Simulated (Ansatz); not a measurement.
MoP:
```yaml
crystal:
  lattice:
    - [3.24137, 0.00000, 0.00000]
    - [-1.62068, 2.80711, 0.00000]
    - [0.00000, 0.00000, 3.19397]
  atoms:
    - { symbol: Mo, position: [0.00000, 0.00000, 0.00000] }
    - { symbol: P, position: [0.33333, 0.66667, 0.50000] }
```

Relaxed with PBE.

Question: Map the electron localisation function on the plane through (0.000, 0.000, 0.000) spanned by u = [0, 0, 1] and v = [1, -1, 0] in lattice vectors, from PBE (plane waves, PAW; program Ansatz).

Answer: x is the fraction of u, y of v (the angle between them is 90°; rows are the nearest grid lines); atoms in the plane: Mo at (0.00, 0.00), P at (0.50, 0.33).
```
|-+%%+:.:-:.:+%%+-|
|+*%%+:.:-:.:+%%*+|
|%%@#=.:---:.=#@%%|
|**+-:.:---:.:-+**|
|--::.:::::::.::--|
|:::::::::::::::::|
|--:::.......:::--|
|==--:.     .:--==|
|==--:.     .:--==|
|===-::.....::-===|
|====---------====|
|===+++**+**+++===|
|-=+#%@%%#%%@%#+=-|
|--+#@@#+-+#@@#+--|
|:-+#@%=   =%@#+-:|
|:-+%%*.   .*%%+-:|
|:-+%%*.   .*%%+-:|
|::=#@@%+-+%@@#=::|
|..-+%@@@@@@@%+-..|
|:::-*%@@@@@%*-:::|
|*++==+#%@%#+==++*|
|%%@#=::=+=::=#@%%|
|+*%%+:.---.:+%%*+|
|-+%%+:.:-:.:+%%+-|
```
Scale: ten equal steps from 0.001 (start of ' ') to 0.821 (end of '@'), in the order ' .:-=+*#%@'; x runs from 0.000 to 1.00, y from 0.000 (bottom) to 1.00 (top).

The density is the valence pseudo-density with augmentation charge, so density and ELF within about 1 Å of a nucleus are not all-electron values.

Space group P-6m2. The cell was relaxed with PBE under the symmetry of its start; of distortions, only those at the zone centre were tested. No spin polarisation was allowed.

Potentials: the later of the program's two PAW sets.
